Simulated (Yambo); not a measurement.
Optical response of Cs2LiYCl6

```xyz
10
Lattice="0.0000 5.3138 5.3138 5.3138 0.0000 5.3138 5.3138 5.3138 0.0000" Properties=species:S:1:pos:R:3 pbc="T T T"
Li     5.3138     5.3138     5.3138
Cl     2.6535     5.3138     5.3138
Cl     7.9741     5.3138     5.3138
Cl     5.3138     2.6535     5.3138
Cl     5.3138     7.9741     5.3138
Cl     5.3138     5.3138     2.6535
Cl     5.3138     5.3138     7.9741
Y      0.0000     0.0000     0.0000
Cs     7.9707     7.9707     7.9707
Cs     2.6569     2.6569     2.6569
```

Yambo, RPA with local fields on PBEsol bands; 4×4×4 mesh, 213 bands, 3 Ry local-field block, 0.2 eV broadening; field along x.

| E (eV) | Im ε | Re ε | Im ε, independent particles |
|---|---|---|---|
| 0.0 | 0.00 | 2.75 | 0.00 |
| 0.5 | 0.00 | 2.75 | 0.01 |
| 1.0 | 0.01 | 2.77 | 0.01 |
| 1.5 | 0.01 | 2.80 | 0.02 |
| 2.0 | 0.02 | 2.85 | 0.03 |
| 2.5 | 0.03 | 2.91 | 0.04 |
| 3.0 | 0.04 | 3.00 | 0.06 |
| 3.5 | 0.06 | 3.12 | 0.09 |
| 4.0 | 0.09 | 3.30 | 0.14 |
| 4.5 | 0.16 | 3.58 | 0.28 |
| 5.0 | 0.50 | 4.11 | 1.01 |
| 5.5 | 1.40 | 3.95 | 2.76 |
| 6.0 | 1.58 | 3.38 | 1.82 |
| 6.5 | 1.48 | 3.48 | 1.62 |
| 7.0 | 2.20 | 3.81 | 2.80 |
| 7.5 | 2.85 | 3.51 | 4.01 |
| 8.0 | 3.53 | 2.44 | 4.16 |
| 8.5 | 2.73 | 1.33 | 3.10 |
| 9.0 | 2.36 | 1.40 | 2.98 |
| 9.5 | 2.30 | 1.22 | 2.85 |
| 10.0 | 2.18 | 0.77 | 2.69 |
| 10.5 | 1.52 | 0.81 | 2.07 |
| 11.0 | 1.53 | 1.22 | 2.54 |
| 11.5 | 1.59 | 1.26 | 2.63 |
| 12.0 | 1.56 | 1.21 | 2.45 |
| 12.5 | 1.70 | 1.06 | 2.81 |
| 13.0 | 1.61 | 0.94 | 3.17 |
| 13.5 | 1.49 | 0.89 | 3.13 |
| 14.0 | 1.47 | 0.76 | 3.26 |
| 14.5 | 1.50 | 0.78 | 2.87 |
| 15.0 | 1.46 | 0.58 | 1.83 |
| 15.5 | 1.23 | 0.51 | 1.38 |
| 16.0 | 1.08 | 0.46 | 1.07 |
| 16.5 | 0.99 | 0.56 | 1.18 |
| 17.0 | 1.05 | 0.62 | 1.18 |
| 17.5 | 0.96 | 0.65 | 1.15 |
| 18.0 | 1.10 | 0.69 | 0.97 |
| 18.5 | 1.02 | 0.46 | 0.75 |
| 19.0 | 1.07 | 0.44 | 0.59 |
| 19.5 | 0.77 | 0.38 | 0.46 |
| 20.0 | 0.77 | 0.44 | 0.45 |

Peak heights and small wiggles depend on the k mesh. Convergence of the RPA response with its 4×4×4 mesh was not tested. No excitonic effects at this level.

Geometry of the Materials Project entry, not relaxed at this level.
